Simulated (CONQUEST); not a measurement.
A self-consistent single point of Ta2Si (I4/mcm, 12 atoms in the cell; from Materials Project mp-2783) with CONQUEST.

Computed with CONQUEST with PBEsol, numerical atomic orbitals double-zeta with polarisation (the shipped basis), PseudoDojo norm-conserving potentials made for PBEsol.

```
Ta2Si
1.0
    6.17553     0.00000     0.00000
    0.00000     6.17553     0.00000
    0.00000     0.00000     5.04728
Ta Si
8 4
Direct
  0.33641   0.16359   0.50000
  0.16359   0.33641   0.00000
  0.83641   0.33641   0.50000
  0.66359   0.16359   0.00000
  0.83641   0.66359   0.00000
  0.66359   0.83641   0.50000
  0.33641   0.83641   0.00000
  0.16359   0.66359   0.50000
  0.00000   0.00000   0.25000
  0.00000   0.00000   0.75000
  0.50000   0.50000   0.75000
  0.50000   0.50000   0.25000
```

Reference input (self-consistent single point, DFT, PBEsol, numerical atomic orbitals double-zeta with polarisation (the shipped basis), PseudoDojo norm-conserving potentials made for PBEsol): basis = DZP; Diag.MPMeshX, Y, Z = 3 3 3; potentials = PseudoDojo norm-conserving PBEsol; Grid.GridCutoff = 140 Ha; DM.SolutionMethod = diagon; Diag.MPShiftX = 0.16666667; Diag.MPShiftY = 0.16666667; Diag.MPShiftZ = 0.16666667; Diag.SmearingType = 1; Diag.kT = 0.001837 Ha; Diag.MPOrder = 0; minE.SCTolerance = 1.0e-06. This run's input differs from it in these lines:

```diff
@@ -14,3 +14,3 @@
 
-Grid.GridCutoff                140
+Grid.GridCutoff                40
 DM.SolutionMethod              diagon
```

Log, with long lists cut:

```
    PulayMixSC: Starting Pulay mixing, A_up =  0.500 A_dn =  0.500
    PulayMixSC: Spin non-polarised calculation.
    PulayMixSC: with Kerker preconditioning, q0 =  0.100
          Harris-Foulkes Energy            :      -537.813484647984751 Ha
          Free Energy (E-TS)               :      -537.814460479874356 Ha
    PulayMixSC: Pulay iteration     1 residual:              0.15074E-02
          Harris-Foulkes Energy            :      -537.736172231203227 Ha
          Free Energy (E-TS)               :      -537.737108646329375 Ha
    PulayMixSC: Pulay iteration     2 residual:              0.51888E-03
   [... lines left out ...]
          Free Energy (E-TS)               :      -537.729683857963437 Ha
    PulayMixSC: Pulay iteration     4 residual:              0.34481E-04
          Harris-Foulkes Energy            :      -537.729229643130793 Ha
          Free Energy (E-TS)               :      -537.729672173228892 Ha
    PulayMixSC: Pulay iteration     5 residual:              0.31385E-05
          Harris-Foulkes Energy            :      -537.729228784163865 Ha
          Free Energy (E-TS)               :      -537.729673824984502 Ha
    PulayMixSC: Pulay iteration     6 residual:              0.88361E-06
    PulayMixSC: Reached SCF tolerance of  0.88361E-06 after      6 iterations
      | Number of electrons      =       119.999913
      | GS Energy with kT -> 0   =      -537.729451304574127 Ha
      | Free Energy as E-TS      =      -537.729673824984502 Ha
      |* Harris-Foulkes energy   =      -537.729228784163865 Ha
      |* DFT total energy        =      -537.729228764022309 Ha

    force: Forces on atoms (Ha/a0)
    force:  Atom   X              Y              Z
    force:     1   0.0002035352  -0.0002035353   0.0000000000
    force:     2  -0.0002035353   0.0002035352  -0.0000000000
    force:     3   0.0002035353   0.0002035353   0.0000000000
    force:     4  -0.0002035353  -0.0002035353  -0.0000000000
    force:     5   0.0002035352  -0.0002035353   0.0000000000
    force:     6  -0.0002035353   0.0002035352  -0.0000000000
   [... lines left out ...]
    force: Maximum force :        0.00020354(Ha/a0) on atom         6 in x direction
   [... lines left out ...]
    force: Force Residual:        0.00023502 Ha/a0
    force: Total stress:          5.38280755     0.00000021     0.00000000 GPa
                             0.00000021     5.38280746     0.00000000
                             0.00000000     0.00000000    -0.48705886
    force: Average pressure:     -3.42618538 GPa

    get_E_and_F: Change in energy during last step of electronic optimisation:  0.85897E-06
```

The run converged in 6 iterations. CONQUEST prints the stress tensor with tension positive. Against the reference run the free energy hardly moves (within 1 meV/atom) and the pressure goes from -3.27 to -3.43 GPa.

Spin-orbit coupling is left out, which matters for bands and gaps with elements this heavy. The program uses no crystal symmetry, so grid and mesh can part values that symmetry would make equal. The atom-centred basis is finite, which shifts total energies and pressures against plane waves. This run is one point of a test of settings, so its values need not be converged; read them against the reference run alone. The structure comes from a collection of computed structures, made at another level of theory; the collection holds predicted forms beside known ones. No clean gap shows at this smearing width and mesh (spacing up to 0.41 Å⁻¹); the mesh is coarse for partly filled bands, so the values carry mesh errors.

Cost on one core: about 80 core-seconds (a rough figure).
